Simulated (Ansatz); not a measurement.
Simulated powder pattern, Cu Kα1, λ = 1.54056 Å (kinematic, ideal powder, no thermal factors, no anomalous dispersion; the 30 strongest lines at most, above 1 %, up to 2θ = 90°):

| 2θ (°) | I/Imax (%) |
|---|---|
| 31.40 | 43 |
| 35.45 | 100 |
| 48.07 | 96 |
| 63.64 | 22 |
| 65.53 | 6.7 |
| 72.69 | 25 |
| 75.01 | 12 |
| 76.76 | 23 |
| 83.56 | 20 |

The pattern belongs to a structure relaxed with PBE (plane waves, PAW; program Ansatz).

Task: Which compound is it?
A. WSe2, Pnnm (W on 2a, Se on 4g)
B. TiC, NiAs type
C. WC, P-6m2 (W on 1a, C on 1f)
D. TaC, Cmcm (C on 4c, Ta on 4c)

Result: C, WC, P-6m2 (W on 1a, C on 1f)

Task: Give the lattice parameters.

Result: a = 2.922 Å, c = 2.847 Å.

The cell was relaxed with PBE under the symmetry of its start. The run is not spin-polarised. Spin–orbit coupling is left out wherever it is not named.

Potentials: the later of the program's two PAW sets.
